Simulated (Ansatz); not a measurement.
TaSe2:
```cif
data_Se6Ta3
_chemical_formula_sum 'Ta3 Se6'
_space_group_name_H-M_alt 'R3m :H'
_space_group_IT_number 160
_space_group_name_Hall 'R 3 -2"'
_cell_length_a 3.41600
_cell_length_b 3.41600
_cell_length_c 19.25011
_cell_angle_alpha 90.000
_cell_angle_beta 90.000
_cell_angle_gamma 120.000
loop_
_atom_site_label
_atom_site_type_symbol
_atom_site_symmetry_multiplicity
_atom_site_Wyckoff_symbol
_atom_site_fract_x
_atom_site_fract_y
_atom_site_fract_z
_atom_site_occupancy
Ta1 Ta 3 a 0.00000 0.00000 0.00004 1
Se1 Se 3 a 0.00000 0.00000 0.24669 1
Se2 Se 3 a 0.00000 0.00000 0.42027 1
```
(The calculation used a cell of 3 atoms; values per cell refer to that cell.)

This is the PBEsol-relaxed structure.

Problem. All from DFT-PBEsol in the program Ansatz with PAW potentials, unless another level is named. Estimate the electronic character.

Solution. metallic (no gap).

Problem. Give the formation energy from the elements (no fitted shifts).

Solution. -0.84 eV/atom.

Problem. Give the density of states at the Fermi level.

Solution. 0.90 states/eV per atom (mean over ±0.08 eV).

The workflow started from a Materials Project entry (that database holds measured and hypothetical structures alike); the Crystallography Open Database copy checked does not list it. COD files the formula under space group No. 2, 42, 166, 186, 194, so this cell is another polymorph or a model. Whether it is the stable phase at ambient conditions was not checked. The cell was relaxed with PBEsol under the symmetry of its start; of distortions, only those at the zone centre were tested. The workflow began spin-polarised and lost its moments. The cell computed holds one magnetic atom, so no antiferromagnetic order was within reach. A crystal of weakly bound layers computed without a dispersion correction: the cell and the soft elastic constants depend strongly on that. The references are the lowest solids computed at this level, not always the standard phases. Scalar-relativistic: spin–orbit coupling is off unless named, which matters more the heavier the elements.

Potentials: the later of the program's two PAW sets.
